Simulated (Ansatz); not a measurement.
## Ionic part of the dielectric constant of MgAl$_{2}$C$_{2}$, mode by mode

Computed with DFT PBEsol, scalar-relativistic, plane waves, PAW in Ansatz. Cutoff 420 eV, 12×12×6 k-points (Γ-centred), fixed occupations. No spin polarisation. Phonons by linear response, acoustic sum rule imposed.

The structure is trigonal, space group P-3m1 (No. 164). Conventional cell: a = 3.375 Å, b = 3.375 Å, c = 5.774 Å, α = 90.00°, β = 90.00°, γ = 120.00°. Mg (site symmetry -3m) has 6 C at 2.49 Å and 6 Al at 2.81 Å as nearest neighbours. Al (site symmetry 3m) is surrounded by 4 C at 2.00 to 2.20 Å. C (site symmetry 3m) is surrounded by 4 Al at 2.00 to 2.20 Å.

The primitive cell has V = 56.97 Å³ and ε∞,xx = 7.690. Each polar mode adds Δε = (4.92064×10⁷/V)·S/ν² along x, with S its oscillator strength in e²/amu, ν in cm⁻¹ and V in Å³.

**Question.** From these modes, find each Δε and ε0,xx.
```csv
ν (cm⁻¹),S_xx (e²/amu)
219.5,0.2385
648.4,2.096
```

**Answer.**
```json
{"ν (cm⁻¹)": "219.5", "Δε": "4.28"}
{"ν (cm⁻¹)": "648.4", "Δε": "4.31"}
```

The sum is 8.581, so ε0,xx = 16.27; the run's tensor has 16.27.

**Question.** Where do the longitudinal modes lie for a wave vector along x?

**Answer.** At 254, 816 cm⁻¹. The Lyddane–Sachs–Teller product Π(ν_LO/ν_TO)² = 2.12 matches ε0/ε∞ = 2.12.

Cost: 1 run of about 5.5 core-minutes, on Arm Neoverse V1 (shared hosts).